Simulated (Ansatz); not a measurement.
Relaxation of a generated trial cell of NbSi2 in the fluorite structure type; 3 atoms in the cell, which starts as Fm-3m (No. 225), cF12; a = b = c = 6.201 Å, α = β = γ = 90.00°. Calculation: r2SCAN (plane waves to 500 eV, PAW, scalar-relativistic; Ansatz, a quantum-chemistry and plane-wave program). Γ-centred k-mesh 7×7×7 on the run's cell (coarser than for final values), Fermi–Dirac smearing 0.05 eV. This is the first round of the run. 

The optimiser's lines from the output (shortened; P is positive under compression):

```
relax step   1: F+E_penalty+E_count = -5840.44478024 eV  Δ(F+E_penalty+E_count) = +0.000e0 eV  max|allowed force component| = 1.542e-17 eV/Å  Δτ_max = 0.0000 Å  P = -7.820 GPa  Ω = 59.599 Å³  (8 SCF iters, dr2 threshold 1.00e-7 eV, accepted)
relax step   2: F+E_penalty+E_count = -5840.51906332 eV  Δ(F+E_penalty+E_count) = -7.428e-2 eV  max|allowed force component| = 2.220e-16 eV/Å  Δτ_max = 0.0000 Å  P = +6.215 GPa  Ω = 51.906 Å³  (7 SCF iters, dr2 threshold 3.00e-7 eV, accepted)
relax step   3: F+E_penalty+E_count = -5840.57007467 eV  Δ(F+E_penalty+E_count) = -5.101e-2 eV  max|allowed force component| = 1.542e-16 eV/Å  Δτ_max = 0.0000 Å  P = -0.527 GPa  Ω = 55.053 Å³  (7 SCF iters, dr2 threshold 3.00e-7 eV, accepted)
relax step   4: F+E_penalty+E_count = -5840.57059348 eV  Δ(F+E_penalty+E_count) = -5.188e-4 eV  max|allowed force component| = 2.298e-16 eV/Å  Δτ_max = 0.0000 Å  P = -0.033 GPa  Ω = 54.785 Å³  (5 SCF iters, dr2 threshold 3.00e-7 eV, accepted)
relax step   5: F+E_penalty+E_count = -5840.57059842 eV  Δ(F+E_penalty+E_count) = -4.939e-6 eV  max|allowed force component| = 1.912e-16 eV/Å  Δτ_max = 0.0000 Å  P = -0.001 GPa  Ω = 54.769 Å³  (4 SCF iters, dr2 threshold 2.65e-9 eV, accepted)
relax step   6: F+E_penalty+E_count = -5840.56974758 eV  Δ(F+E_penalty+E_count) = +8.508e-4 eV  max|allowed force component| = 1.542e-16 eV/Å  Δτ_max = 0.0000 Å  P = -0.003 GPa  Ω = 54.769 Å³  stress off target by 3.19e-3 GPa  SCF on the basis re-selected at this cell (its energy is not comparable with the rows above)  (7 SCF iters)
```

From the first to the last row the energy changes by -0.04 eV/atom and the volume by -8.1 %. The last row is marked as not comparable with the walk above it, whose basis was carried along; it does compare with step 1, since both stand on a basis selected at the nominal cutoff for their own cell.

Later rounds, restarted from the end of this one on a renewed k-mesh, logged 3 more steps and released under 0.01 eV/atom more. The final structure after all rounds: Fm-3m (No. 225), cF12, fluorite type; a = 6.0273 Å, b = 6.0273 Å, c = 6.0273 Å, α = 90.00°, β = 90.00°, γ = 90.00°. Between re-selections the logged energies stand on a plane-wave basis carried along with the cell. No spin polarisation in the result. The relaxed primitive cell holds an odd number of electrons. A magnetic state may lie lower.

The run could not lose the symmetry of its start: the end is stationary, and may be a saddle point rather than a minimum.

All atoms sit on sites fixed by symmetry, so only the cell could relax.

The relaxed structure here is a generated cell of NbSi2: the first start was made by placing the elements on the sites of a structure type, and the end was not matched to a known phase here, so it may be hypothetical. Known forms of NbSi2 include space group No. 180.
